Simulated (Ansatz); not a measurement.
SnPt$_{3}$:
```cif
data_Pt3Sn
_chemical_formula_sum 'Pt3 Sn1'
_space_group_name_H-M_alt 'P 1'
_space_group_IT_number 1
_cell_length_a 4.02517
_cell_length_b 4.02517
_cell_length_c 4.02517
_cell_angle_alpha 90.000
_cell_angle_beta 90.000
_cell_angle_gamma 90.000
loop_
_space_group_symop_operation_xyz
  'x, y, z'
loop_
_atom_site_label
_atom_site_type_symbol
_atom_site_fract_x
_atom_site_fract_y
_atom_site_fract_z
_atom_site_occupancy
Pt1 Pt 0.00000 0.50000 0.50000 1
Pt2 Pt 0.50000 0.00000 0.50000 1
Pt3 Pt 0.50000 0.50000 0.00000 1
Sn1 Sn 0.00000 0.00000 0.00000 1
```

Relaxed with r²SCAN.

**Question.** Tabulate the valence density and the electron localisation function along the shortest Pt–Sn contact (2.85 Å), r²SCAN (plane waves, PAW; program Ansatz).

**Answer.** 

| distance from Pt (Å) | density (e/Å³) | ELF |
|---|---|---|
| 0.28 | 10.32 | 0.67 |
| 0.43 | 8.33 | 0.67 |
| 0.57 | 5.83 | 0.64 |
| 0.71 | 3.43 | 0.57 |
| 0.85 | 1.73 | 0.47 |
| 1.00 | 0.88 | 0.37 |
| 1.14 | 0.53 | 0.32 |
| 1.28 | 0.37 | 0.31 |
| 1.42 | 0.31 | 0.31 |
| 1.57 | 0.30 | 0.28 |
| 1.71 | 0.35 | 0.24 |
| 1.85 | 0.51 | 0.25 |
| 1.99 | 0.92 | 0.26 |
| 2.13 | 1.89 | 0.20 |
| 2.28 | 3.84 | 0.10 |
| 2.42 | 7.12 | 0.02 |
| 2.56 | 11.38 | 0.00 |

The density is the valence pseudo-density with augmentation charge, so density and ELF within about 1 Å of a nucleus are not all-electron values.

Space group Pm-3m (Cu3Au type). The workflow started from an entry of the Crystallography Open Database (COD). Its standing as an ambient phase is unchecked. The r²SCAN relaxation kept the symmetry of its start; its stability against distortions is not shown here. No spin polarisation was allowed. Scalar-relativistic: spin–orbit coupling is off unless named, which matters more the heavier the elements.

Potentials: the later of the program's two PAW sets.
